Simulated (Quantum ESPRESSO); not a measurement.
Band energies of PbSe

```xyz
2
Lattice="0.0000 3.0482 3.0482 3.0482 0.0000 3.0482 3.0482 3.0482 0.0000" Properties=species:S:1:pos:R:3 pbc="T T T"
Se     3.0482     3.0482     3.0482
Pb     0.0000     0.0000     0.0000
```

norm-conserving PBE (stringent potentials; Quantum ESPRESSO, 104 Ry, no spin-orbit coupling); path ΓXWKΓLUWLK,UX; energies in eV from the valence-band maximum.

```csv
k (1/Å),point,band 19,band 20,band 21,band 22,band 23,band 24,band 25,band 26
0.00,Γ,-13.71,-6.30,-1.94,-1.94,-1.94,4.73,4.73,4.73
0.34,,-13.42,-7.01,-2.33,-2.33,-0.87,2.00,4.58,4.58
0.69,,-12.69,-7.59,-3.24,-3.01,-3.01,3.94,4.02,5.13
1.03,X,-12.23,-7.42,-5.09,-3.32,-3.32,3.64,5.65,5.65
1.16,,-12.22,-7.54,-5.04,-3.41,-3.04,3.76,5.07,5.78
1.55,W,-12.20,-8.08,-4.33,-4.33,-0.83,1.87,4.95,4.95
1.91,K,-12.24,-8.10,-4.68,-2.81,-2.46,3.39,4.02,5.46
2.01,,-12.29,-8.30,-4.44,-2.51,-2.04,2.83,3.39,5.16
2.31,,-12.73,-8.24,-3.49,-1.59,-0.66,1.24,2.09,4.37
2.61,,-13.34,-7.33,-2.51,-1.56,-0.92,2.11,2.76,4.22
3.00,Γ,-13.71,-6.30,-1.94,-1.94,-1.94,4.73,4.73,4.73
3.30,,-13.50,-6.98,-1.87,-1.87,-1.47,3.13,3.66,3.66
3.70,,-12.79,-8.57,-1.60,-1.60,-0.44,0.87,1.94,1.94
3.90,L,-12.62,-8.89,-1.53,-1.53,0.00,0.26,1.66,1.66
4.00,,-12.60,-8.86,-1.86,-1.61,-0.34,0.55,1.79,2.12
4.42,,-12.29,-8.26,-4.41,-2.61,-2.18,2.99,3.59,5.16
4.53,U,-12.24,-8.10,-4.68,-2.81,-2.46,3.39,4.02,5.46
4.77,,-12.21,-8.08,-4.52,-3.97,-1.13,2.18,4.62,5.22
4.89,W,-12.20,-8.08,-4.33,-4.33,-0.83,1.87,4.95,4.95
5.07,,-12.26,-8.24,-4.07,-3.93,-0.85,1.72,4.61,4.83
5.44,,-12.56,-8.80,-2.29,-1.87,-0.63,0.85,2.12,2.72
5.62,L,-12.62,-8.89,-1.53,-1.53,0.00,0.26,1.66,1.66
5.71,,-12.60,-8.86,-1.78,-1.59,-0.26,0.48,1.76,2.02
6.07,,-12.34,-8.40,-4.08,-2.45,-1.94,2.61,3.24,4.82
6.25,K,-12.24,-8.10,-4.68,-2.81,-2.46,3.39,4.02,5.46
6.25,U,-12.24,-8.10,-4.68,-2.81,-2.46,3.39,4.02,5.46
6.62,X,-12.23,-7.42,-5.09,-3.32,-3.32,3.64,5.65,5.65
```

The PBE gap is direct, 0.25 eV at L.

Spin-orbit coupling is left out; with 6p states at a band edge it can lower the gap by many tenths of an eV, most of a small gap. So small a PBE gap in heavy elements may be inverted, where one-shot corrections to single bands mislead.

Geometry relaxed with PBEsol.
